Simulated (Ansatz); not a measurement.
Bands of GaIr

```
Ga Ir
1.0
     3.00400    0.00000    0.00000
     0.00000    3.00400    0.00000
     0.00000    0.00000    3.00400
Ga Ir
1 1
Direct
  0.00000 0.00000 0.00000
  0.50000 0.50000 0.50000
```

Atoms are numbered in the order listed.

Conventional cell: a = 3.004 Å, b = 3.004 Å, c = 3.004 Å, α = 90.00°, β = 90.00°, γ = 90.00°. Ga (atom 1) has 8 Ir at 2.60 Å as nearest neighbours. Ir (atom 2) is surrounded by 8 Ga at 2.60 Å.

The cell is COD entry 1523837, as deposited and not checked against the literature; nothing was relaxed.

No spin–orbit coupling, which matters for the heavy atoms here.

Level of theory: DFT, PBEsol, all-electron LAPW, scalar-relativistic (Ansatz 0.2.0).

The runs use a Γ-centred 12×12×12 k mesh, Fermi–Dirac smearing of 0.05 eV, basis error target 0.25 meV/atom, no spin polarisation.

Points in fractions of the reciprocal vectors of this cell: Γ (0, 0, 0), X (0, 0.5, 0), M (0.5, 0.5, 0), R (0.5, 0.5, 0.5). The path joins them by straight lines in the order Γ–X–M–Γ–R–X–R–M; legs that retrace an earlier one aren't tabulated. Energies are in eV from the Fermi level.

Q: List the levels at R between -8 and 6 eV.

A: -6.85 (×3), -1.73, -0.10 (×2), 3.43 (×3).

Q: List the levels at Γ between -8 and 6 eV.

A: -5.31 (×2), -1.51 (×3), 3.75 (×3).

Q: List the levels at X between -8 and 6 eV.

A: -4.98, -3.74 (×2), -1.46, 0.23.

Q: What is the band gap?

A: none: bands cross the Fermi level, a metal.
